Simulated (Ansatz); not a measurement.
Al$_{2}$GaN$_{3}$ under pressure: fit and missing row

Al$_{2}$GaN$_{3}$, Cm, a = 11.475 Å, b = 3.131 Å, c = 7.413 Å, β = 104.8°. The structure is a Materials Project entry; whether it is the stable form wasn't checked. Ansatz: r2SCAN, PAW, 500 eV, Γ-centred 8×8×4 mesh on 12 atoms, Gaussian smearing 0.02 eV; no spin polarisation. Cell and atoms are relaxed at each pressure, and no other structure is tried, so the rows at high pressure may lie past a change of phase.

| V (Å³/atom) | P (GPa) |
| --- | --- |
| ? | 19.99 |
| 10.264 | 10.00 |
| 10.484 | 5.02 |
| 10.628 | 2.01 |
| 10.730 | 0.01 |
| 10.836 | -1.99 |

**Question.** Take V0 = 10.730 Å³/atom, count pressures from its P0 = 0.01 GPa, fit the third-order Birch–Murnaghan form to the other rows, and predict the missing volume.

**Answer.** With the Eulerian strain f = ½[(V0/V)^(2/3) − 1] and y = (P − P0)/[3f(1 + 2f)^(5/2)], the form is the line y = B0 + 1.5 B0 (B0′ − 4) f. Rows (f, y): 0.01502, 205.9; 0.00779, 206.2; 0.00319, 205.7; -0.00327, 207.2. Means f = 0.005683, y = 206.25; Σ(Δf)² = 0.0001780, ΣΔfΔy = -0.01051; the slope is their ratio. y = 206.6 − 59.03 f GPa, so B0 = 206.6 GPa and B0′ = 4 + 2 × (-59.03)/(3 × 206.6) = 3.81. P = 19.99 GPa is met at f = 0.02832 (y = 204.93), so V = V0 (1 + 2f)^(−3/2) = 9.879 Å³/atom. The run gave 9.882 Å³/atom, so the fit is 0.003 Å³/atom too low, a small miss on the scale of the series. The form still works here, 83 % of the fitted range beyond its end.